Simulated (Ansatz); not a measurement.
MgTiNO in space group P4/mmm (No. 123; Ti on 1a, N on 1c, Mg on 1d, O on 1b) at seven volumes, plane-wave PAW PBE (Ansatz code), shape and atoms relaxed at each. One row is withheld.

| V (Å³/atom) | P (GPa) |
|---|---|
| 8.837 | 23.15 |
| 9.128 | 14.15 |
| 9.419 | 6.49 |
| 9.710 | 0.01 |
| 10.002 | ? |
| 10.293 | -10.06 |
| 10.584 | -13.82 |

Task: Fit the shown pressures and predict the withheld one.

Result: P = (3/2)B₀(x^(7/2) − x^(5/2))[1 + (3/4)(B′ − 4)(x − 1)] with x = (V₀/V)^(2/3). Least squares on the six rows gives V₀ = 9.712 Å³/atom, B₀ = 197 GPa, B′ = 4.67. At V = 10.002, x = 0.9806 and P = -5.41 GPa. The run itself gave -5.48 GPa.

The start of the workflow was typed in or built on a structure type; neither database checked (COD, Materials Project) lists it. Its standing as an ambient phase is unchecked. Symmetry was held in the PBE relaxation; its stability against distortions is not shown here. The workflow began spin-polarised and lost its moments.

Potentials: the earlier of the program's two PAW sets.
